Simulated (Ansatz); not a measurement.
# Comparing deformations in Y

Theory: Ansatz, DFT PBEsol, scalar-relativistic, plane waves, PAW. Settings: plane waves to 420 eV, k-mesh 18×18×12 (Γ-centred), Gaussian smearing 0.15 eV. No spin polarisation. Energies are free energies at this smearing, counted from the undisturbed cell; pressure is positive in compression.

Zero of the scan (relaxed at this level):

```
CELL_PARAMETERS angstrom
3.59752 0.00000 0.00000
-1.79876 3.11554 0.00000
0.00000 0.00000 5.58576
ATOMIC_POSITIONS crystal
Y 0.33333 0.66667 0.25000
Y 0.66667 0.33333 0.75000
```

The cell is strained by ε times a Voigt pattern (xx, yy, zz, yz, xz, xy; engineering shear) with fractional coordinates fixed. τ = (1/V0) dE/dε comes from the stress tensor. Of each scan, only the three points used here are listed.

| pattern | ε | τ (GPa) |
| --- | --- | --- |
| (0, 0, 0, 0, 1, 0) | -0.0050 | -0.130 |
| (0, 0, 0, 0, 1, 0) | 0.0000 | 0.000 |
| (0, 0, 0, 0, 1, 0) | 0.0025 | 0.065 |
| (0, 0, 0, 0, 0, 1) | -0.0250 | -0.772 |
| (0, 0, 0, 0, 0, 1) | 0.0000 | 0.000 |
| (0, 0, 0, 0, 0, 1) | 0.0250 | 0.772 |

**Question.** Which constants do the scans give, and which deformation costs least for the same size of strain tensor?

**Answer.** The slope dτ/dε at zero (parabola through three points) is pᵀCp: (0, 0, 0, 0, 1, 0) gives C55 = 26.0 GPa; (0, 0, 0, 0, 0, 1) gives C66 = 31 GPa. The size of the strain tensor, ε:ε, is ε² times 0.5, 0.5. Per unit of it the stiffnesses are 52.1, 62 GPa, so (0, 0, 0, 0, 1, 0) is the softest of these: at ε:ε = (1 %)² the quadratic term costs 0.51 meV/atom against 0.60 for the stiffest. These are clamped-ion values.

Forces appear on the atoms along this scan, and letting them relax would lower the energy and soften the response. In a metal these slopes depend on the k mesh and the smearing.

Cost: 15 runs of about 8.9 core-minutes in all, on Arm Neoverse V2 (shared hosts).